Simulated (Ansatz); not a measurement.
**Gradients in Ba3TaGa3Si2O14 at several cell volumes**

Reference cell: a COD entry whose atoms were relaxed with PBE, the cell held.

```cif
data_Ba3TaGa3Si2O14
_symmetry_space_group_name_H-M 'P321'
_symmetry_Int_Tables_number 150
_cell_length_a 8.5150
_cell_length_b 8.5150
_cell_length_c 5.1920
_cell_angle_alpha 90.000
_cell_angle_beta 90.000
_cell_angle_gamma 120.000
loop_
_atom_site_label
_atom_site_type_symbol
_atom_site_symmetry_multiplicity
_atom_site_Wyckoff_symbol
_atom_site_fract_x
_atom_site_fract_y
_atom_site_fract_z
Ba Ba 3 e 0.4320 0.0000 0.0000
Ta Ta 1 a 0.0000 0.0000 0.0000
Ga Ga 3 f 0.7456 0.0000 0.5000
Si Si 2 d 0.3333 0.6667 0.4779
O10 O 2 d 0.3333 0.6667 0.7867
O12 O 6 g 0.4736 0.2980 0.6516
O18 O 6 g 0.2186 0.1037 0.2261
```

One atom of each set is listed.

Computed with Ansatz: DFT, PBE, plane waves and PAW, scalar-relativistic, 420 eV cutoff, Γ-centred 3×3×4 k-points, Fermi–Dirac smearing 0.02 eV.

The cell is scaled uniformly, and the ions keep their fractional positions. Five of the sites with a gradient are followed.

| V/V₀ | Ba V_zz (η) | Ta V_zz (η) | Ga V_zz (η) | Si V_zz (η) | O10 V_zz (η) |
| --- | --- | --- | --- | --- | --- |
| 0.95 | 7.30 (0.97) | -11.15 (0.00) | -6.94 (0.09) | -2.53 (0.00) | 3.49 (0.00) |
| 1.00 | ? | ? | ? | ? | ? |
| 1.02 | 6.32 (0.97) | -11.01 (0.00) | -6.49 (0.04) | -2.36 (0.00) | 4.42 (0.00) |
| 1.03 | 6.19 (0.97) | -10.99 (0.00) | -6.43 (0.04) | -2.34 (0.00) | 4.55 (0.00) |

Q: Fill in the row for V/V₀ = 1.00 (V_zz in 10²¹ V/m²).

A: Ba: 6.57 (0.97), Ta: -11.05 (0.00), Ga: -6.61 (0.05), Si: -2.41 (0.00), O10: 4.16 (0.00). Worked for Ta: a power law through the other 3 rows, |V_zz| = 11.05 × (V/V₀)^-0.18, gives 11.05 at V/V₀ = 1.00, against 11.05 from the run (-0.0 %). Logarithmic slopes d ln|V_zz|/d ln V over the series: Ba -2.0, Ta -0.2, Ga -1.0, Si -1.0, O10 3.3. Point charges on a uniformly scaled lattice would give −1; charge that moves in the bonds makes the difference.

The atoms aren't relaxed in the scaled cells (forces up to 0.95 eV/Å): every bond scales with the cell, where a real crystal would keep its stiff bonds nearly fixed.

Without spin–orbit coupling the gradients at and beside Ta can be off by some per cent, at some sites by more. With these PAW files V_zz is typically within 2 to 3 % of all-electron values, but misses above 10 % occur on Ta.
